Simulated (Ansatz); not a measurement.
Data sheet: TiSeS (DFT)

TiSeS:
```cif
data_SSeTi
_chemical_formula_sum 'Ti1 Se1 S1'
_space_group_name_H-M_alt 'P3m1'
_space_group_IT_number 156
_space_group_name_Hall 'P 3 -2"'
_cell_length_a 3.37317
_cell_length_b 3.37317
_cell_length_c 5.67118
_cell_angle_alpha 90.000
_cell_angle_beta 90.000
_cell_angle_gamma 120.000
loop_
_atom_site_label
_atom_site_type_symbol
_atom_site_symmetry_multiplicity
_atom_site_Wyckoff_symbol
_atom_site_fract_x
_atom_site_fract_y
_atom_site_fract_z
_atom_site_occupancy
Ti1 Ti 1 b 0.33333 0.66667 0.98521 1
Se1 Se 1 c 0.66667 0.33333 0.26843 1
S1 S 1 a 0.00000 0.00000 0.74635 1
```

Space group P3m1 (No. 156); conventional cell a = b = 3.373 Å, c = 5.671 Å, α = β = 90.00°, γ = 120.00°.

Method: DFT-LDA in the program Ansatz with PAW potentials. Structure relaxed to zero pressure with the same functional. Other levels are named where they apply.

**Cell and energy**

```json
{
 "volume_per_atom": "18.63 Å³",
 "density": "4.72 g/cm³",
 "Formation energy from the elements (no fitted shifts)": "-1.28 eV/atom"
}
```

**Electronic structure**

```json
{
  "electronic_character": "metallic (no gap)",
  "Density of states at the Fermi level": "0.25 states/eV per atom (mean over ±0.08 eV)"
}
```

**Mechanics**

```json
{
  "Bulk modulus (Birch–Murnaghan fit)": "38.8 GPa",
  "Pressure derivative B′": "10.4"
}
```

**Phonons**

```json
{
 "highest_zone_centre_frequency": "362 cm⁻¹",
 "zone_centre_stability": "no imaginary mode at Γ",
 "dynamical_stability_on_the_path": "stable (no imaginary branch)",
 "zero_point_energy": "38.6 meV/atom",
 "Vibrational entropy at 300 K": "28.8 J/(K·mol of atoms)"
}
```

The first step of the workflow began from a Materials Project structure, measured or hypothetical; the Crystallography Open Database copy checked does not list it. Whether it is the stable phase at ambient conditions was not checked. Symmetry was held in the LDA relaxation. The run is not spin-polarised. A crystal of weakly bound layers computed without a dispersion correction: the cell and the soft elastic constants depend strongly on that. As this level gives no gap, phonon frequencies hold no LO–TO term and depend on the k-mesh and smearing (Fermi–Dirac, 0.1 eV here). The references are the lowest solids computed at this level, not always the standard phases. Scalar-relativistic: spin–orbit coupling is off unless named, which matters more the heavier the elements.

Potentials: the later of the program's two PAW sets.
